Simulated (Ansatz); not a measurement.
BeSe:
```xyz
2
Lattice="0.0000 2.5888 2.5888 2.5888 0.0000 2.5888 2.5888 2.5888 0.0000" Properties=species:S:1:pos:R:3 pbc="T T T"
Se     3.8833     3.8833     3.8833
Be     0.0000     0.0000     0.0000
```

x, y and z are the axes in which the lattice vectors are written.

Q: Give the high-frequency dielectric tensor and the Born effective charge tensors of the independent atoms from DFPT, plane-wave PAW PBE (Ansatz code).

A: 
ε∞:
```
6.00  0.00  0.00
0.00  6.00  0.00
0.00  0.00  6.00
```
Z* of atom 1 (Se), rows: field, columns: displacement, in e:
```
-1.57   0.00   0.00
 0.00  -1.57   0.00
 0.00   0.00  -1.57
```
Z* of atom 2 (Be), rows: field, columns: displacement, in e:
```
1.57  0.00  0.00
0.00  1.57  0.00
0.00  0.00  1.57
```

Static charges for comparison (Bader): Se1 -1.57, Be2 +1.57 e. Born charges measure polarisation by displacement and can exceed these by far.

Space group F-43m (zinc blende). The PBE relaxation kept the symmetry of its start. Spin–orbit coupling is left out wherever it is not named.

Potentials: the later of the program's two PAW sets.
